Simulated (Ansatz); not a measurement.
# How far is PAW off for Sc?

```xyz
2
Lattice="3.3194 0.0000 0.0000 -1.6597 2.8747 0.0000 0.0000 0.0000 5.1679" Properties=species:S:1:pos:R:3 pbc="T T T"
Sc    0.0000    1.9164    1.2920
Sc    1.6597    0.9582    3.8759
```

Atom numbers follow the list: Sc1, Sc2.

The conventional cell has a = 3.319 Å, b = 3.319 Å, c = 5.168 Å, α = 90.00°, β = 90.00°, γ = 120.00°. Around Sc (atom 1) lie 12 Sc at 3.22 to 3.32 Å.

The cell was built from the hcp type and relaxed in the same program, and has space group P6_3/mmc; it needn't be a known or the stable phase.

Methods: DFT, PBE, PAW with Ansatz's default frozen-core files, scalar-relativistic (Ansatz 0.2.0); DFT, PBE, all-electron PAW with datasets made for the crystal, scalar-relativistic (Ansatz 0.2.0); DFT, PBE, all-electron LAPW, scalar-relativistic (Ansatz 0.2.0).

For PAW: a Γ-centred 15×15×8 k mesh, Fermi–Dirac smearing of 0.05 eV, cutoff 420 eV, no spin polarisation. The crystal-made all-electron datasets (AE datasets) take a cutoff of 220 eV at this cell. LAPW targets a basis error of 0.5 meV/atom. The Ansatz runs share mesh, smearing and spin set-up. Plane-wave (PAW) pressures include the program's estimate of the Pulay term.

Stress and pressure are positive in compression.

In a metal, gradients converge slowly with the k mesh: the values move by tens of per cent from one mesh to another, at times in sign, so only the comparison on one mesh counts.

Levels count from the Fermi level.

```
                             quantity     PAW  AE datasets    LAPW
                       pressure (GPa)   -0.02        -0.02   -0.02
       highest filled level at A (eV)  -3.579       -3.579  -3.579
         lowest empty level at A (eV)   0.979        0.979   0.979
       highest filled level at K (eV)  -0.483       -0.483  -0.483
         lowest empty level at K (eV)   1.022        1.022   1.022
       highest filled level at Γ (eV)  -1.628       -1.629  -1.629
         lowest empty level at Γ (eV)   0.611        0.612   0.612
field gradient Vzz at Sc1 (10²¹ V/m²)    1.32         1.34       –
```

PAW's pressure differs from the LAPW value by about 0.01 GPa or less.
